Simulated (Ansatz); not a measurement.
System: Tl₂Ga (fluorite prototype, strained and with displaced atoms), 3 atoms in the cell.

Computed with PBE with spin–orbit coupling, plane waves, PAW datasets (earlier set, tuned by hand) (Ansatz 0.2.0 development build).

Cutoff 1020 eV; k-mesh 2×2×2 shifted by (0.5, 0.5, 0.5) steps; Fermi–Dirac smearing of 0.15 eV.

```xyz
3
Lattice="-3.5262 0.1566 3.4998 -0.0192 3.6448 3.6372 -3.5717 3.5529 0.1111" Properties=species:S:1:pos:R:3:forces:R:3 pbc="T T T" pressure_GPa=3.49
Ga   -2.3837    0.8564    3.0623    1.6029    1.5324   -1.4070
Tl   -3.8957    3.0231    4.6644   -0.0162   -0.0374    0.0544
Tl   -7.4862    6.7559    8.2531   -1.5867   -1.4950    1.3526
```

Forces are in eV/Å.

* Largest force: 2.626 eV/Å on Ga1
* Smearing term TS: 40.5 meV/atom
* Gap on the mesh: none (metallic)
* Valence electrons: 63
* Irreducible k-points: 4
* CPU time: roughly 50 core-seconds on a shared host

The stress includes the program's correction for the finite plane-wave basis.

The k-mesh is coarse, so these values belong to this mesh and can lie far from the converged ones. The elements were drawn onto a prototype; most such cells aren't known phases.
